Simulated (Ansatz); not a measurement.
Input and command of a plane-wave DFT calculation in Ansatz:

```yaml
crystal:
  lattice:
    - [0.0, 2.3088, 2.3088]
    - [2.3088, 0.0, 2.3088]
    - [2.3088, 2.3088, 0.0]
  atoms:
    - { symbol: Hf, position: [0.0, 0.0, 0.0] }
basis:
  ecutwfc: 500
kpoints:
  mp_grid: { grid: [18, 18, 18] }
hamiltonian:
  xc: r2scan
scf:
  occupations: { method: gaussian, width: 0.15 }
output:
  forces: true
  stress: true
  eigenvalues: true
```

```bash
ansatz run input.yaml --threads 1 --pin off --max-ram 2560MiB --backend cpu --events-out ev --progress --plain --runs-dir out
```

Processor: Arm Neoverse V1, 1 thread, on a host shared with other jobs.

Problem. How long does it run, and how much memory does it take?

Solution. About 9.8 s on 1 thread of Arm Neoverse V1, with other jobs on the host, peak memory 0.42 GiB. It solves 17 bands at 195 k points (the mesh reduced by symmetry) with about 609 plane waves, in 7 SCF iterations.
